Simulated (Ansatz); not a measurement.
Sn5Se8:
```cif
data_Se8Sn5
_chemical_formula_sum 'Sn5 Se8'
_space_group_name_H-M_alt 'P 1'
_space_group_IT_number 1
_cell_length_a 7.90881
_cell_length_b 7.90881
_cell_length_c 7.23759
_cell_angle_alpha 90.000
_cell_angle_beta 90.000
_cell_angle_gamma 120.000
loop_
_space_group_symop_operation_xyz
  'x, y, z'
loop_
_atom_site_label
_atom_site_type_symbol
_atom_site_fract_x
_atom_site_fract_y
_atom_site_fract_z
_atom_site_occupancy
Sn1 Sn 0.00000 0.00000 0.00000 1
Se1 Se 0.32911 0.16455 0.22786 1
Se2 Se 0.66667 0.33333 0.78182 1
Sn2 Sn 0.50000 0.50000 0.00000 1
Se3 Se 0.83545 0.67089 0.22786 1
Se4 Se 0.16455 0.83545 0.77214 1
Sn3 Sn 0.50000 0.00000 0.00000 1
Se5 Se 0.83545 0.16455 0.22786 1
Se6 Se 0.16455 0.32911 0.77214 1
Sn4 Sn 0.00000 0.50000 0.00000 1
Se7 Se 0.33333 0.66667 0.21818 1
Se8 Se 0.67089 0.83545 0.77214 1
Sn5 Sn 0.00000 0.00000 0.50000 1
```

Relaxed with PBE.

Task: Which orbitals make up the states near the Fermi level in PBE (plane waves, PAW; program Ansatz)?

Result: Within 0.5 eV of the Fermi level: Se 4p 60 %, Sn 5s 28 %, Sn 5p 8 %. Projections are on Löwdin-orthogonalised atomic valence shells; empty p or d shells of many metals are not among them.

Task: Tabulate the density of states.

Result: States/eV per cell of 13 atoms, in 0.25 eV bins, energy from the Fermi level.

| E (eV) | total | Se 4p | Sn 5p | Sn 5s |
|---|---|---|---|---|
| -7.85 | 4.99 | 1.69 | 0.11 | 2.94 |
| -7.60 | 6.50 | 2.18 | 0.07 | 3.88 |
| -7.35 | 13.14 | 4.07 | 0.26 | 7.71 |
| -7.10 | 4.46 | 1.42 | 0.06 | 2.32 |
| -6.85 | 1.63 | 0.50 | 0.02 | 0.81 |
| -6.60 | 3.65 | 1.12 | 0.10 | 1.76 |
| -6.35 | 1.83 | 0.54 | 0.09 | 0.88 |
| -6.10 | 0.77 | 0.23 | 0.06 | 0.36 |
| -5.85 | 0.26 | 0.07 | 0.02 | 0.12 |
| -5.60 | 0.04 | 0.01 | 0.01 | 0.01 |
| -5.35 | 0.39 | 0.20 | 0.14 | 0.03 |
| -5.10 | 1.57 | 0.87 | 0.58 | 0.06 |
| -4.85 | 6.57 | 3.87 | 2.35 | 0.09 |
| -4.60 | 7.71 | 4.71 | 2.59 | 0.13 |
| -4.35 | 7.05 | 4.37 | 2.19 | 0.23 |
| -4.10 | 6.47 | 4.13 | 1.95 | 0.19 |
| -3.85 | 9.01 | 5.86 | 2.69 | 0.23 |
| -3.60 | 9.87 | 6.64 | 2.70 | 0.23 |
| -3.35 | 11.19 | 7.82 | 2.80 | 0.19 |
| -3.10 | 10.46 | 7.41 | 2.61 | 0.15 |
| -2.85 | 8.48 | 6.16 | 1.96 | 0.14 |
| -2.60 | 9.18 | 7.02 | 1.74 | 0.17 |
| -2.35 | 10.27 | 8.36 | 1.53 | 0.13 |
| -2.10 | 13.25 | 11.57 | 1.27 | 0.14 |
| -1.85 | 16.51 | 15.13 | 0.96 | 0.12 |
| -1.60 | 14.26 | 13.42 | 0.49 | 0.09 |
| -1.35 | 7.77 | 7.23 | 0.21 | 0.18 |
| -1.10 | 8.00 | 6.96 | 0.19 | 0.68 |
| -0.85 | 1.80 | 1.37 | 0.07 | 0.31 |
| -0.60 | 1.40 | 0.88 | 0.10 | 0.36 |
| -0.35 | 2.89 | 1.73 | 0.23 | 0.81 |
| -0.10 | 4.30 | 2.56 | 0.35 | 1.22 |
| 0.15 | 7.00 | 4.18 | 0.60 | 1.97 |
| 0.40 | 7.51 | 4.52 | 0.56 | 2.17 |
| 0.65 | 8.00 | 4.76 | 0.55 | 2.39 |
| 0.90 | 1.05 | 0.63 | 0.06 | 0.32 |
| 1.15 | 0.04 | 0.00 | 0.03 | 0.00 |
| 1.40 | 0.93 | 0.12 | 0.64 | 0.02 |
| 1.65 | 4.75 | 0.76 | 3.22 | 0.14 |
| 1.90 | 4.65 | 0.87 | 2.99 | 0.16 |
| 2.15 | 5.03 | 1.05 | 3.13 | 0.17 |
| 2.40 | 3.16 | 0.66 | 1.97 | 0.08 |
| 2.65 | 5.89 | 1.27 | 3.54 | 0.13 |
| 2.90 | 3.60 | 0.78 | 2.16 | 0.06 |
| 3.15 | 5.60 | 1.25 | 3.37 | 0.05 |
| 3.40 | 11.28 | 2.58 | 6.73 | 0.06 |
| 3.65 | 11.85 | 2.89 | 6.87 | 0.04 |
| 3.90 | 14.25 | 3.71 | 8.17 | 0.04 |
| 4.15 | 11.56 | 3.23 | 6.48 | 0.03 |
| 4.40 | 10.73 | 3.08 | 5.68 | 0.04 |
| 4.65 | 11.27 | 3.11 | 5.24 | 0.05 |

Space group P-3m1. The start of the workflow was typed in or built on a structure type; neither database checked (COD, Materials Project) lists it. Whether it is the stable phase at ambient conditions was not checked. The PBE relaxation kept the symmetry of its start; its stability against distortions is not shown here. Spin–orbit coupling is left out wherever it is not named.

Potentials: the earlier of the program's two PAW sets.
